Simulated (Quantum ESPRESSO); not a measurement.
Si3O4NF, one run as intended and one with a planted mistake

Simulated, not a measurement. The program is pw.x of Quantum ESPRESSO 7.5 (plane-wave density functional theory). The cell is made up: 9 atoms on a quartz lattice, with randomly drawn elements, strain and displacements, not relaxed. PseudoDojo standard norm-conserving files (v0.5 for PBE, v0.4.1 for LDA and PBEsol) set the functional; there is no spin polarisation, spin-orbit coupling or dispersion term, and the masses in the input are unused placeholders.

Intended input:

```
&control calculation='scf', pseudo_dir='./dojo.nc.sr.pbe.v0_5.standard.upf', outdir='./o', disk_io='low', tprnfor=.true., tstress=.true. /
&system ibrav=0, nat=9, ntyp=4, nbnd=30, ecutwfc=84.00895049, nosym=.true., tot_charge=0,
 occupations='smearing', smearing='fd', degauss=0.0018374661
/
&electrons conv_thr=7.350e-09, electron_maxstep=60, /
ATOMIC_SPECIES
F 1.0 F.upf
N 1.0 N.upf
O 1.0 O.upf
Si 1.0 Si.upf
CELL_PARAMETERS angstrom
4.9288 0.0 0.0
-2.4644 4.2684 0.0
0.0 0.0 5.4099
ATOMIC_POSITIONS angstrom
Si 2.3087 -0.062 3.6196
Si -1.128 1.9814 1.8155
Si 1.3029 2.2664 -0.0277
O 1.3542 1.1976 4.249
N 3.2589 0.5587 2.4481
O 2.7906 2.5221 0.6856
O 0.2955 1.7613 1.1289
F -1.0967 3.196 2.9341
O 0.8406 3.6387 4.7515
K_POINTS automatic
5 5 4 1 1 1
```

The log is shortened where brackets say so; the opening notice, blank lines, dates and the lines on written files are dropped, and the path of the files is cut. It prints rydbergs, bohrs and kilobars, and counts compression as positive stress. Where no state is partly filled, the Fermi energy that it prints is only some level between the filled and the empty states on the mesh, and need not lie in the true gap.

Log of the intended run:

```
     Program PWSCF v.7.5
     Parallel version (MPI & OpenMP), running on       4 processor cores
     Number of MPI processes:                 4
     Threads/MPI process:                     1
     [start-up lines left out]
     bravais-lattice index     =            0
     lattice parameter (alat)  =       9.3141  a.u.
     unit-cell volume          =     768.0547 (a.u.)^3
     number of atoms/cell      =            9
     number of atomic types    =            4
     number of electrons       =        48.00
     number of Kohn-Sham states=           30
     kinetic-energy cutoff     =      84.0090  Ry
     charge density cutoff     =     336.0358  Ry
     scf convergence threshold =      7.3E-09
     mixing beta               =       0.7000
     number of iterations used =            8  plain     mixing
     Exchange-correlation= PBE
                           (   1   4   3   4   0   0   0)
     [axes and pseudopotential details left out]
   Cartesian axes
     site n.     atom                  positions (alat units)
         1        Si     tau(   1) = (   0.4684102  -0.0125791   0.7343775  )
         2        Si     tau(   2) = (  -0.2288590   0.4020045   0.3683452  )
         3        Si     tau(   3) = (   0.2643443   0.4598280  -0.0056200  )
         4        O      tau(   4) = (   0.2747525   0.2429800   0.8620760  )
         5        N      tau(   5) = (   0.6611954   0.1133542   0.4966929  )
         6        O      tau(   6) = (   0.5661824   0.5117067   0.1391008  )
         7        O      tau(   7) = (   0.0599537   0.3573486   0.2290416  )
         8        F      tau(   8) = (  -0.2225085   0.6484337   0.5952970  )
         9        O      tau(   9) = (   0.1705486   0.7382527   0.9640278  )
     number of k points=    50  Fermi-Dirac smearing, width (Ry)=  0.0018
                       cart. coord. in units 2pi/alat
        k(    1) = (   0.1000000   0.1732078   0.1138838), wk =   0.0400000
        k(    2) = (   0.1000000   0.1732078   0.3416514), wk =   0.0400000
     [further k points left out]
     Dense  grid:    79907 G-vectors     FFT dimensions: (  60,  60,  60)
     Estimated max dynamical RAM per process >     163.13 MB
     Estimated total dynamical RAM >     593.98 MB
     Initial potential from superposition of free atoms
     starting charge      47.9981, renormalised to      48.0000
     Starting wfcs are   36 randomized atomic wfcs
     total cpu time spent up to now is        3.3 secs
     per-process dynamical memory:   127.7 Mb
     Self-consistent Calculation
     iteration #  1     ecut=    84.01 Ry     beta= 0.70
     Davidson diagonalization with overlap
     ethr =  1.00E-02,  avg # of iterations =  3.0
     total cpu time spent up to now is        8.8 secs
     total energy              =    -227.20413310 Ry
     estimated scf accuracy    <       2.66661902 Ry
     iteration #  2     ecut=    84.01 Ry     beta= 0.70
     Davidson diagonalization with overlap
     ethr =  5.56E-03,  avg # of iterations =  3.0
     total cpu time spent up to now is       14.0 secs
     total energy              =    -227.91770168 Ry
     estimated scf accuracy    <       2.02830069 Ry
     [iterations 3 to 10 left out]
     iteration # 11     ecut=    84.01 Ry     beta= 0.70
     Davidson diagonalization with overlap
     ethr =  2.73E-10,  avg # of iterations =  2.0
     total cpu time spent up to now is       58.3 secs
     total energy              =    -228.31440726 Ry
     estimated scf accuracy    <       0.00000001 Ry
     iteration # 12     ecut=    84.01 Ry     beta= 0.70
     Davidson diagonalization with overlap
     ethr =  3.08E-11,  avg # of iterations =  3.0
     total cpu time spent up to now is       62.8 secs
     End of self-consistent calculation
     [lines on levels left out]
     the Fermi energy is     6.1739 ev
!    total energy              =    -228.31440726 Ry
     estimated scf accuracy    <          1.3E-09 Ry
     smearing contrib. (-TS)   =       0.00000000 Ry
     internal energy E=F+TS    =    -228.31440726 Ry
     The total energy is F=E-TS. E is the sum of the following terms:
     one-electron contribution =    -106.56214018 Ry
     hartree contribution      =      78.97244891 Ry
     xc contribution           =     -61.09613340 Ry
     ewald contribution        =    -139.62858260 Ry
     convergence has been achieved in  12 iterations
     Forces acting on atoms (cartesian axes, Ry/au):
     atom    1 type  4   force =     0.17585617    0.29427755    0.06121492
     atom    2 type  4   force =    -0.07422532   -0.22205238   -0.09101226
     atom    3 type  4   force =     0.06601582    0.00898642    0.12149308
     atom    4 type  3   force =     0.01512459   -0.13053168   -0.06691171
     atom    5 type  2   force =     0.00860877    0.02882918   -0.00483448
     atom    6 type  3   force =    -0.03564694    0.04173700   -0.04526523
     atom    7 type  3   force =     0.01819795    0.02425169    0.02126206
     atom    8 type  1   force =    -0.12081247   -0.06158070    0.00459911
     atom    9 type  3   force =    -0.05311856    0.01608292   -0.00054548
     Total force =     0.504150     Total SCF correction =     0.000034
     Computing stress (Cartesian axis) and pressure
          total   stress  (Ry/bohr**3)                   (kbar)     P=      102.28
   0.00035622   0.00022996   0.00007572           52.40       33.83       11.14
   0.00022996   0.00081711   0.00022531           33.83      120.20       33.14
   0.00007572   0.00022531   0.00091256           11.14       33.14      134.24
     init_run     :      3.08s CPU      3.26s WALL (       1 calls)
     electrons    :     59.17s CPU     59.53s WALL (       1 calls)
     forces       :      0.97s CPU      1.00s WALL (       1 calls)
     stress       :      3.19s CPU      3.19s WALL (       1 calls)
     [timing details left out]
     PWSCF        :   1m 6.52s CPU   1m 7.15s WALL
     JOB DONE.
```

A second run has one planted mistake: the files are those of another functional. The input lines that differ, file-writing options aside:

```
- &control calculation='scf', pseudo_dir='./dojo.nc.sr.pbe.v0_5.standard.upf', outdir='./o', disk_io='low', tprnfor=.true., tstress=.true. /
+ &control calculation='scf', pseudo_dir='./dojo.nc.sr.lda.v0_4_1.standard.upf', outdir='./o', disk_io='low', tprnfor=.true., tstress=.true. /
```

Its log:

```
     Program PWSCF v.7.5
     Parallel version (MPI & OpenMP), running on       4 processor cores
     Number of MPI processes:                 4
     Threads/MPI process:                     1
     [start-up lines left out]
     bravais-lattice index     =            0
     lattice parameter (alat)  =       9.3141  a.u.
     unit-cell volume          =     768.0547 (a.u.)^3
     number of atoms/cell      =            9
     number of atomic types    =            4
     number of electrons       =        48.00
     number of Kohn-Sham states=           30
     kinetic-energy cutoff     =      84.0090  Ry
     charge density cutoff     =     336.0358  Ry
     scf convergence threshold =      7.3E-09
     mixing beta               =       0.7000
     number of iterations used =            8  plain     mixing
     Exchange-correlation= SLA  PW   NOGX NOGC
                           (   1   4   0   0   0   0   0)
     [axes and pseudopotential details left out]
   Cartesian axes
     site n.     atom                  positions (alat units)
         1        Si     tau(   1) = (   0.4684102  -0.0125791   0.7343775  )
         2        Si     tau(   2) = (  -0.2288590   0.4020045   0.3683452  )
         3        Si     tau(   3) = (   0.2643443   0.4598280  -0.0056200  )
         4        O      tau(   4) = (   0.2747525   0.2429800   0.8620760  )
         5        N      tau(   5) = (   0.6611954   0.1133542   0.4966929  )
         6        O      tau(   6) = (   0.5661824   0.5117067   0.1391008  )
         7        O      tau(   7) = (   0.0599537   0.3573486   0.2290416  )
         8        F      tau(   8) = (  -0.2225085   0.6484337   0.5952970  )
         9        O      tau(   9) = (   0.1705486   0.7382527   0.9640278  )
     number of k points=    50  Fermi-Dirac smearing, width (Ry)=  0.0018
                       cart. coord. in units 2pi/alat
        k(    1) = (   0.1000000   0.1732078   0.1138838), wk =   0.0400000
        k(    2) = (   0.1000000   0.1732078   0.3416514), wk =   0.0400000
     [further k points left out]
     Dense  grid:    79907 G-vectors     FFT dimensions: (  60,  60,  60)
     Estimated max dynamical RAM per process >     163.13 MB
     Estimated total dynamical RAM >     593.98 MB
     Initial potential from superposition of free atoms
     starting charge      47.9983, renormalised to      48.0000
     Starting wfcs are   36 randomized atomic wfcs
     total cpu time spent up to now is        3.4 secs
     per-process dynamical memory:   126.7 Mb
     Self-consistent Calculation
     iteration #  1     ecut=    84.01 Ry     beta= 0.70
     Davidson diagonalization with overlap
     ethr =  1.00E-02,  avg # of iterations =  3.1
     total cpu time spent up to now is        9.1 secs
     total energy              =    -227.04929507 Ry
     estimated scf accuracy    <       2.62341510 Ry
     iteration #  2     ecut=    84.01 Ry     beta= 0.70
     Davidson diagonalization with overlap
     ethr =  5.47E-03,  avg # of iterations =  3.1
     total cpu time spent up to now is       14.5 secs
     total energy              =    -227.73934575 Ry
     estimated scf accuracy    <       2.22166066 Ry
     [iterations 3 to 10 left out]
     iteration # 11     ecut=    84.01 Ry     beta= 0.70
     Davidson diagonalization with overlap
     ethr =  8.78E-11,  avg # of iterations =  2.0
     total cpu time spent up to now is       60.3 secs
     total energy              =    -228.17719100 Ry
     estimated scf accuracy    <       0.00000001 Ry
     iteration # 12     ecut=    84.01 Ry     beta= 0.70
     Davidson diagonalization with overlap
     ethr =  2.70E-11,  avg # of iterations =  2.0
     total cpu time spent up to now is       64.6 secs
     End of self-consistent calculation
     [lines on levels left out]
     the Fermi energy is     5.6909 ev
!    total energy              =    -228.17719100 Ry
     estimated scf accuracy    <          2.0E-09 Ry
     smearing contrib. (-TS)   =       0.00000000 Ry
     internal energy E=F+TS    =    -228.17719100 Ry
     The total energy is F=E-TS. E is the sum of the following terms:
     one-electron contribution =    -106.57770344 Ry
     hartree contribution      =      78.21323950 Ry
     xc contribution           =     -60.18414446 Ry
     ewald contribution        =    -139.62858260 Ry
     convergence has been achieved in  12 iterations
     Forces acting on atoms (cartesian axes, Ry/au):
     atom    1 type  4   force =     0.17212877    0.28428353    0.05752793
     atom    2 type  4   force =    -0.07075577   -0.21572735   -0.09554109
     atom    3 type  4   force =     0.06217480    0.00881435    0.11611005
     atom    4 type  3   force =     0.02543600   -0.12358078   -0.05391692
     atom    5 type  2   force =     0.00129593    0.03769948    0.00281978
     atom    6 type  3   force =    -0.03835474    0.02914847   -0.03625149
     atom    7 type  3   force =     0.01079649    0.03568447    0.01429624
     atom    8 type  1   force =    -0.10290257   -0.05781932    0.00189303
     atom    9 type  3   force =    -0.05981892    0.00149715   -0.00693755
     Total force =     0.484668     Total SCF correction =     0.000041
     Computing stress (Cartesian axis) and pressure
          total   stress  (Ry/bohr**3)                   (kbar)     P=       17.39
  -0.00021149   0.00022936   0.00005906          -31.11       33.74        8.69
   0.00022936   0.00023897   0.00021019           33.74       35.15       30.92
   0.00005906   0.00021019   0.00032724            8.69       30.92       48.14
     init_run     :      3.13s CPU      3.32s WALL (       1 calls)
     electrons    :     60.80s CPU     61.18s WALL (       1 calls)
     forces       :      0.92s CPU      0.94s WALL (       1 calls)
     stress       :      3.01s CPU      3.02s WALL (       1 calls)
     [timing details left out]
     PWSCF        :   1m 8.01s CPU   1m 8.67s WALL
     JOB DONE.
```

```
                                            intended run  run with the mistake
                          free energy (eV)     -3106.376             -3104.509
                    smearing term -TS (eV)        0.0000                0.0000
                            pressure (GPa)         10.23                  1.74
            largest force component (eV/Å)         7.566                 7.309
largest change of a force component (eV/Å)                               0.460
                                iterations            12                    12
```

For scale, a rerun of the intended cell at 1437 eV and a 7 x 7 x 6 mesh moved values by no more than 0.003 eV in energy, 0.02 GPa in stress and 0.002 eV/Å in force. Files of another functional have another zero of energy, so the energy change says nothing on stability.